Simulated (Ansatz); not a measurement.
Space group Pmma (No. 51). a = 5.222 Å, b = 7.367 Å, c = 8.120 Å, α = 90.00°, β = 90.00°, γ = 90.00°
```tsv
atom	site	symmetry	x	y	z
Si	4k	m..	0.2500	0.2136	0.1038
Si	2f	mm2	0.2500	0.5000	0.3870
O	4g	.2.	0.0000	0.2684	0.0000
O	2e	mm2	0.2500	0.0000	0.1425
O	4k	m..	0.2500	0.3203	0.2751
O	2d	.2/m.	0.5000	0.5000	0.5000
```

Equation of state of this SiO$_{2}$ structure (not necessarily the ground state), with shape and atoms relaxed at each volume where symmetry leaves them free. These are results of Ansatz 0.2.0, DFT LDA, scalar-relativistic, plane waves, PAW, not measurements.

Settings: cutoff 420 eV, Γ-centred mesh 4×4×4 on the computed 18-atom cell, Gaussian smearing of 0.02 eV; no spin polarisation.

```json
{"V (Å³/atom)": "15.273", "E − E(largest V) (meV/atom)": "14.62", "P (GPa)": "10.54", "gap on mesh (eV)": "5.45"}
{"V (Å³/atom)": "15.794", "E − E(largest V) (meV/atom)": "-14.01", "P (GPa)": "7.18", "gap on mesh (eV)": "5.47"}
{"V (Å³/atom)": "16.315", "E − E(largest V) (meV/atom)": "-32.36", "P (GPa)": "4.27", "gap on mesh (eV)": "5.46"}
{"V (Å³/atom)": "16.835", "E − E(largest V) (meV/atom)": "-42.14", "P (GPa)": "1.89", "gap on mesh (eV)": "5.45"}
{"V (Å³/atom)": "17.356", "E − E(largest V) (meV/atom)": "-45.09", "P (GPa)": "-0.01", "gap on mesh (eV)": "5.42"}
{"V (Å³/atom)": "17.877", "E − E(largest V) (meV/atom)": "-41.60", "P (GPa)": "-2.28", "gap on mesh (eV)": "5.38"}
{"V (Å³/atom)": "18.397", "E − E(largest V) (meV/atom)": "-29.73", "P (GPa)": "-5.09", "gap on mesh (eV)": "5.31"}
{"V (Å³/atom)": "19.092", "E − E(largest V) (meV/atom)": "0.00", "P (GPa)": "-8.58", "gap on mesh (eV)": "5.15"}
```

Problem. Does one Birch–Murnaghan curve describe these points?

Solution. Not well: the fit leaves 0.81 meV/atom rms, which suggests a change of structure or state along the series.

The gaps are read on the mesh, which can miss the band edges, so they can be too wide.

This form isn't the usual stable structure of the compound.

Cost: 8 runs of about 74 core-minutes in all, on Intel Xeon Processor @ 2.50GHz (Skylake/Cascade Lake) (shared hosts).